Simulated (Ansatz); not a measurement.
Input and command of a plane-wave DFT calculation in Ansatz:

```yaml
crystal:
  lattice:
    - [4.04057568, 0.0, 0.0]
    - [0.0, 4.04057568, 0.0]
    - [0.0, 0.0, 4.54564764]
  atoms:
    - { symbol: Zr, position: [0.0, 0.0, 0.0] }
    - { symbol: Pb, position: [0.5, 0.5, 0.5] }
    - { symbol: O, position: [0.5, 0.0, 0.0] }
    - { symbol: O, position: [0.0, 0.0, 0.5] }
    - { symbol: O, position: [0.0, 0.5, 0.0] }
basis:
  ecutwfc: 500
kpoints:
  mp_grid: { grid: [6, 6, 6] }
hamiltonian:
  xc: r2scan
scf:
  occupations: { method: gaussian, width: 0.05 }
output:
  forces: true
  stress: true
  eigenvalues: true
```

```bash
ansatz run input.yaml --threads 1 --pin off --max-ram 2560MiB --backend cpu --events-out ev --progress --plain --runs-dir out
```

Processor: Oxide Virtual Turin-like Processor (Zen 5), 1 thread, on a host shared with other jobs.

Estimate time, memory and problem size.

About 7.5 s on 1 thread of Oxide Virtual Turin-like Processor (Zen 5), on a shared host, peak memory 0.59 GiB. It solves 27 bands at 40 k points (the mesh reduced by the symmetry that the task leaves, which can be less than the crystal's) with about 1905 plane waves, in 8 SCF iterations.
